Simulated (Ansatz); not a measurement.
# Ta: stationary points along a deformation path

Theory: DFT PBEsol, scalar-relativistic, plane waves, PAW (Ansatz 0.2.0). The runs took a 420 eV cutoff, a Γ-centred 22×22×22 mesh and Gaussian smearing (0.15 eV). Spin–orbit coupling is left out, which can shift energies with elements as heavy as these. No spin polarisation. Energies are free energies at this smearing, counted from the undisturbed cell; pressure is positive in compression.

Reference structure (as given, not relaxed at this level; it stands at -3.8 GPa):

```xyz
1
Lattice="-1.6513 1.6513 1.6513 1.6513 -1.6513 1.6513 1.6513 1.6513 -1.6513" Properties=species:S:1:pos:R:3 pbc="T T T"
Ta    0.0000    0.0000    0.0000
```

At fixed volume and fractional coordinates, lengths along (0.577, 0.577, 0.577) are scaled against those across it; ρ is that ratio over its starting value. V = 18.010 Å³/atom. Δσ is the stress along the axis less the mean stress across it (compression positive).

| ρ | ΔE (meV/atom) | Δσ (GPa) | space group |
| --- | --- | --- | --- |
| 0.500 | 9134.9 | 620.27 | R-3m |
| 0.600 | 3333.0 | 280.32 | R-3m |
| 0.710 | 1001.6 | 116.66 | R-3m |
| 1.000 | 0.0 | 0.00 | Im-3m |
| 1.410 | 497.4 | -40.10 | R-3m |
| 2.000 | 1255.2 | 0.00 | Pm-3m |

How does the stress give the slope of the energy, and where is the energy stationary?

Along the path d ln(length) is 2/3 d ln ρ on the axis and −1/3 d ln ρ across it, so dE/d ln ρ = −(2/3) V Δσ: the energy falls with ρ where Δσ is positive. Δσ vanishes or changes sign at ρ = 1.000 (Im-3m), a minimum at 0.0 meV/atom; at ρ = 2.000 (Pm-3m, an end of the scan), at 1255.2 meV/atom. Pairs of stationary points between two samples would go unseen, and could change a minimum read from distant neighbours into a maximum. At ρ = 1.000, 2.000 the cell is cubic, where symmetry alone makes the stress isotropic and the slope zero.

In a metal these slopes depend on the k mesh and the smearing.